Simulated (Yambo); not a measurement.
Yambo run on CaO2H2 (space group P-3m1, No. 164). The wavefunctions come from this Quantum ESPRESSO step (PBEsol, PseudoDojo standard norm-conserving files, scalar-relativistic):

```
&CONTROL
  calculation = 'nscf'
  pseudo_dir = './pseudo'
  outdir = './out'
/
&SYSTEM
  ibrav = 0
  nat = 5
  ntyp = 3
  ecutwfc = 84.0
  ecutrho = 336.0
  occupations = 'fixed'
  force_symmorphic = .true.
  nbnd = 101
/
&ELECTRONS
  conv_thr = 5e-09
  diago_full_acc = .true.
  diago_thr_init = 1e-08
/
ATOMIC_SPECIES
H 1.0080 H.upf
O 15.9990 O.upf
Ca 40.0780 Ca.upf
CELL_PARAMETERS angstrom
  3.581161895500   0.000000000000   0.000000000000
 -1.790580947750   3.101377176568   0.000000000000
  0.000000000000   0.000000000000   4.762484759000
ATOMIC_POSITIONS crystal
H   0.666666667000   0.333333333000   0.556560644700
H   0.333333333667   0.666666666333   0.443439355300
O   0.666666667000   0.333333333000   0.759587108000
O   0.333333333667   0.666666666333   0.240412892000
Ca   0.000000000333   0.000000000000   0.000000000000
K_POINTS automatic
6 6 4 0 0 0
```

Yambo input:

```
rim_cut
gw0
dyson
el_el_corr
HF_and_locXC
ppa
em1d
RandQpts= 1000000
RandGvec= 1 Ry
EXXRLvcs= 84 Ry
VXCRLvcs= 336 Ry
Chimod= "HARTREE"
% BndsRnXp
 1 | 100 |
%
NGsBlkXp= 8 Ry
% LongDrXp
 1.0 | 1.0 | 1.0 |
%
PPAPntXp= 27.2114 eV
% GbndRnge
 1 | 100 |
%
GTermKind= "BG"
DysSolver= "n"
ExtendOut
% QPkrange
 1 | 1 | 12 | 13 |
 3 | 3 | 12 | 13 |
 10 | 10 | 12 | 13 |
 12 | 12 | 12 | 13 |
 19 | 19 | 12 | 13 |
 21 | 21 | 12 | 13 |
%
```

k points by index: 1 = Γ, 3 = A, 10 = M, 12 = L, 19 = K, 21 = H.

Table of the .qp output:

```
#    K-point    Band    Eo [eV]    E [eV]    E-Eo [eV]    Vxc [eV]    Vnlxc [eV]    Sc|Eo [eV]    Sc|E [eV]    dSc/dw|Eo [eV]    Re(Z)    Im(Z)
#
    1    12    0.000000    -1.528640    -1.528640    -19.35151    -25.25452    3.997336    4.374373    -6.711097    0.802162    -0.001207
    1    13    4.186720    5.118623    0.931903    -10.04190    -5.681566    -3.282739    -3.428435    -4.253945    0.864805    -0.822439E-3
    3    12    -0.257013    -1.854400    -1.597387    -18.98809    -25.00320    4.021752    4.417729    -6.744794    0.801365    -0.001394
    3    13    5.816004    6.962443    1.146439    -10.96568    -6.247897    -3.379354    -3.571340    -4.556434    0.856569    -0.001159
    10    12    -0.613704    -2.191824    -1.578120    -18.58915    -24.52472    3.967662    4.357450    -6.720522    0.801939    -0.001196
    10    13    5.860144    7.589148    1.729005    -11.25981    -5.489203    -3.770249    -4.041601    -4.270352    0.864354    -0.828320E-3
    12    12    -0.301837    -1.917472    -1.615635    -19.01204    -25.04821    4.022200    4.420538    -6.708471    0.802224    -0.001207
    12    13    6.785322    8.878882    2.093560    -13.55886    -7.176902    -3.929508    -4.288399    -4.664803    0.853659    0.308719E-3
    19    12    -0.166200    -1.775530    -1.609330    -19.07858    -25.07828    3.994801    4.390366    -6.687885    0.802711    -0.001201
    19    13    6.785565    8.620181    1.834616    -12.04006    -6.121784    -3.779697    -4.083657    -4.508211    0.857872    -0.684083E-3
    21    12    -0.945793    -2.720196    -1.774404    -17.52262    -23.60386    3.871528    4.306838    -6.673285    0.803037    -0.004164
    21    13    7.879590    10.17561    2.296023    -14.70469    -7.831676    -4.156362    -4.576993    -4.985001    0.845169    -0.526986E-3
```
(The two width columns are left out.) Convergence of these settings isn't established.

Geometry relaxed with PBE+D3(BJ).
